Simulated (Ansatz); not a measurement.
# Run record: phonons of Sb (R-3m)

Method: PBEsol, PAW on Ansatz 0.2.0's default frozen-core files (fitted under PBE), scalar-relativistic.

The cell comes from a PAW relaxation under the same functional.

Launched as:

```sh
ansatz run input.yaml --threads 1 --pin off --max-ram 3072MiB --backend cpu --events-out ev --progress --plain --runs-dir out
```

input.yaml:

```yaml
crystal:
  lattice:
    - [2.16087287326, 1.24758053506, 3.68676238882]
    - [-2.16087287326, 1.24758053506, 3.68676238882]
    - [0.0, -2.49516107013, 3.68676238882]
  atoms:
    - { symbol: Sb, position: [0.235713214344, 0.235713214344, 0.235713214344] }
    - { symbol: Sb, position: [0.764286785656, 0.764286785656, 0.764286785656] }
kpoints:
  mp_grid: { grid: [12, 12, 12] }
scf:
  occupations: { method: fermi_dirac, width: 0.05 }
hamiltonian:
  xc: pbesol
  pseudopotentials: { kind: paw }
phonons:
  qmesh: [2, 2, 2]
  qpath:
    path:
      - [0.0, 0.0, 0.0]
      - [0.5, 0.5, 0.5]
      - [0.7569927235, 0.2430072765, 0.5]
      - [0.5, -0.2430072765, 0.2430072765]
      - [0.5, 0.0, 0.0]
      - [0.0, 0.0, 0.0]
      - [0.3715036382, -0.3715036382, 0.0]
      - [0.6284963618, 0.0, 0.3715036382]
      - [0.5, 0.0, 0.5]
    npoints: 6
  temperatures: { t_min: 0, t_max: 1000, t_step: 100 }
```

Output (shortened where marked):

```
Warning: RAYON_NUM_THREADS=1 ignored (pool sized by the plan → 1); use --threads N
Engine: ansatz 0.2.0, aarch64-unknown-linux-gnu
Pseudopotentials: kind: paw
Pseudopotential: Sb, paw, valence charge 15, recommended cutoff 420 eV (normal), Sb.paw.azcp
Functional definition: PBEsol
  exchange = pbesol_x
  correlation = pbesol_c
Crystal: 4 atoms, lattice volume = 119.268 Å³
Basis set: ecut = 420 eV, 2349 PW (Γ), FFT grids on a1, a2, a1−a2+a3, exchange–correlation on 60×60×90 points (8 copies of the dense FFT grid, shifted against one another)
Bands: 38, of which v1, the nominal top of the filled ones, is band 30 counted from 1 (29 counted from 0)
Symmetry: 8 space group operations
k-points: 260 of 864
Non-local potential: Sb, projectors of the file, l = 0: 2, l = 1: 2, l = 2: 2, l = 3: 2
PAW form: soft (Blöchl's): semilocal exchange-correlation on the pseudo side does not see the compensation charge
PAW frozen core: Sb, regenerated for the run's functional, and the local potential with it (the file was generated under x = pbe(κ = 0.804, μ = 0.2195149727645171), c = pbe(β = 0.06672455060314922))
PAW one-centre angular grid: Sb, 590 points (default); XC on 64 Gauss nodes
Initial density: handed on by an earlier stage of this run
Initial wavefunctions: those handed on with the density
Functional: x = pbesol(κ = 0.804, μ = 0.12345679012345678), c = pbesol(β = 0.046)
SCF iter   1: F=—  HF=-25632.344128 eV  |F-HF|=—  |Δ(HF+E_count)|=         —  Δρ=8.14e-8  dr2=1.54e-11  ethr=1.04e-12  ⟨swp⟩=5.2  Hψ=31892  notcnv=0
preconditioner: auto → Kerker (q_TF=auto, 2.433 Å⁻¹)  [metal: Δε(μ)=0.122 eV  Ē_g=8.678 eV  σ=0.050 eV  W_gap=0.46  n_scr=30 (ndim 8)  ℏωp=15.2 eV  f_vac=0.000  D(μ)=0.31/eV (n_scr^D=0)]
SCF iter   2: F=-25632.344128 eV  HF=-25632.344128 eV  |F-HF|=1.09e-11  |Δ(HF+E_count)|=  7.28e-12  Δρ=6.00e-8  dr2=9.27e-12  ethr=1.00e-12  ⟨swp⟩=3.0  Hψ=21333  notcnv=0
SCF 1 converged in 2 iterations: F = -25632.344128 eV  dr2 = 9.27e-12
[... 124 lines left out ...]
  E_vpaw       = -1975.547763  (= ΣTr[D̂ρ^β])
  E_aug_tail   = -0.000007  (compensation charges beyond the density's cutoff)
  E_ewald      = -5905.011957
  E_core_change = 1.327428  (= ΣΔE_core)
  E_smearing   = -0.003030  (= −TS)
  E_closure    = 0.000000  (closes the sum)
  Σ components = -25632.344128   (vs F -25632.344128, Δ=0.00e0)
--- Forces (eV/Å), atoms counted from 1 ---
  atom   1  Sb    -0.00000000    -0.00000000     0.00133122
  atom   2  Sb     0.00000000     0.00000000    -0.00133122
  atom   3  Sb    -0.00000000    -0.00000000     0.00133122
  atom   4  Sb     0.00000000     0.00000000    -0.00133122
  max |Σ_I F_I| component: 2.17e-19 eV/Å
--- Phonons: 10 displaced members + 3 references (amplitude of the first 0.0025 Å, Σ member SCF iterations 55) ---
  ASR residual: 1.898e-5 → 0.000e0 eV/Å²; symmetrization residual: 3.851e-5 eV/Å²
  largest component of a force at the reference: 1.3e-3 eV/Å
  ASR residual per site (eV/Å²): 1.90e-5 1.90e-5
  Γ frequencies (cm⁻¹): 0.00 0.00 0.00 92.15 92.15 140.75
--- Phonons (by wavevector): 4 wavevectors in 3 supercells ---
  supercell 1 (2 cells, vectors [1, 0, 0], [0, 1, -1], [-2, 2, 0] in multiples of the cell's): 4 displaced members by 0.0025 Å; free energy -25632.344128 eV; taken off its force constants: by the sum rule 1.4e-5, by the ...
  symmetry images taken by strict's conditions (phonons.symmetry_images: auto; settled by no image being taken that strict refuses)
  supercell 2 (2 cells, vectors [1, -1, 0], [0, 1, 0], [0, -2, 2] in multiples of the cell's): 4 displaced members by 0.0025 Å; free energy -25632.344128 eV; taken off its force constants: by the sum rule 1.9e-5, by the ...
  symmetry images taken by strict's conditions (phonons.symmetry_images: auto; settled by no image being taken that strict refuses)
  supercell 3 (2 cells, vectors [0, 1, -1], [-1, 1, 0], [0, 0, 2] in multiples of the cell's): 2 displaced members by 0.0025 Å; free energy -25632.344128 eV; taken off its force constants: by the sum rule 2.1e-6, by the ...
  symmetry images taken by strict's conditions (phonons.symmetry_images: auto; settled by no image being taken that strict refuses)
  q = [0.0000, 0.0000, 0.0000] (star 1, supercell 1; hermiticity 5.14e-17, symmetrization 4.89e-6): -0.00 0.00 0.00 92.15 92.15 140.75
  q = [0.0000, 0.0000, -0.5000] (star 3, supercell 2; hermiticity 1.44e-16, symmetrization 3.58e-103): 75.42 89.55 90.64 139.08 141.05 152.79
  q = [0.0000, -0.5000, -0.5000] (star 3, supercell 1; hermiticity 1.71e-16, symmetrization 7.19e-16): 43.13 47.88 58.33 115.44 123.95 135.32
  q = [-0.5000, -0.5000, -0.5000] (star 1, supercell 3; hermiticity 7.89e-17, symmetrization 7.45e-16): 65.66 65.66 85.91 146.03 146.03 161.38
  joined force constants: q→R imaginary residual 0.00e0
  density of states and harmonic sums: on the 18×18×18 q-mesh, interpolated from the force constants of a 2×2×2 supercell (no non-analytic term)
  largest difference from the sums on the solved wave vectors: F 8.21e-2 eV, S 1.14e-4 and C_V 3.23e-5 eV/K
```

The calculation finished and met its thresholds.

Zone-centre phonons:

Harmonic phonons of a crystal by Kohn-Sham DFT at the given cell, standard atomic masses, acoustic sum rule imposed; negative wavenumbers are unstable modes; optical zone-centre levels upwards with Mulliken labels, activity, and the element with most of the kinetic energy.

| Quantity | Value |
| --- | --- |
| Point group | -3m |

```csv
number,phonon wavenumber (cm⁻¹),label,infrared,raman,lead element
1,92.2,Eg,no,yes,Sb
2,140.8,A1g,no,yes,Sb
```

### Phonons on the q mesh

One row a degenerate set, branches counted upwards.

| Property | Result |
| --- | --- |
| Unstable phonons | no |

| point | q a (r.l.u.) | q b (r.l.u.) | q c (r.l.u.) | branch | phonon wavenumber (cm⁻¹) | degeneracy |
| --- | --- | --- | --- | --- | --- | --- |
| Gamma | 0 | 0 | 0 | 4 | 92.2 | 2 |
| Gamma | 0 | 0 | 0 | 6 | 140.8 | 1 |
| L | 0.5 | 0 | 0 | 1 | 75.4 | 1 |
| L | 0.5 | 0 | 0 | 2 | 89.6 | 1 |
| L | 0.5 | 0 | 0 | 3 | 90.6 | 1 |
| L | 0.5 | 0 | 0 | 4 | 139.1 | 1 |
| L | 0.5 | 0 | 0 | 5 | 141 | 1 |
| L | 0.5 | 0 | 0 | 6 | 152.8 | 1 |
| F | 0.5 | 0.5 | 0 | 1 | 43.1 | 1 |
| F | 0.5 | 0.5 | 0 | 2 | 47.9 | 1 |
| F | 0.5 | 0.5 | 0 | 3 | 58.3 | 1 |
| F | 0.5 | 0.5 | 0 | 4 | 115.4 | 1 |
| F | 0.5 | 0.5 | 0 | 5 | 124 | 1 |
| F | 0.5 | 0.5 | 0 | 6 | 135.3 | 1 |
| T | 0.5 | 0.5 | 0.5 | 1 | 65.7 | 2 |
| T | 0.5 | 0.5 | 0.5 | 3 | 85.9 | 1 |
| T | 0.5 | 0.5 | 0.5 | 4 | 146 | 2 |
| T | 0.5 | 0.5 | 0.5 | 6 | 161.4 | 1 |

Harmonic thermodynamics:

Sums over wave vectors interpolated from the q mesh.

```json
{"Zero point energy": "18.51 meV/atom"}
```

```csv
temperature (K),phonon heat capacity (k_B/atom),phonon entropy (k_B/atom),phonon free energy (meV/atom)
100,2.501,2.423,9.72
200,2.86,4.305,-20.02
300,2.936,5.482,-62.51
400,2.964,6.331,-113.6
500,2.977,6.994,-171.1
600,2.984,7.537,-233.8
700,2.988,7.998,-300.8
800,2.991,8.397,-371.4
900,2.993,8.749,-445.4
1000,2.994,9.065,-522.1
```

Limits of these numbers: frozen-core PAW files fitted under PBE, their cores solved anew for the functional of the run; responses of metals move with mesh and smearing; activity by symmetry alone, a metal screens infrared modes; coarse q mesh.

Time and hardware: 19 min on 1 thread of Arm Neoverse V1, with other jobs on the host, peak memory 1.8 GiB.
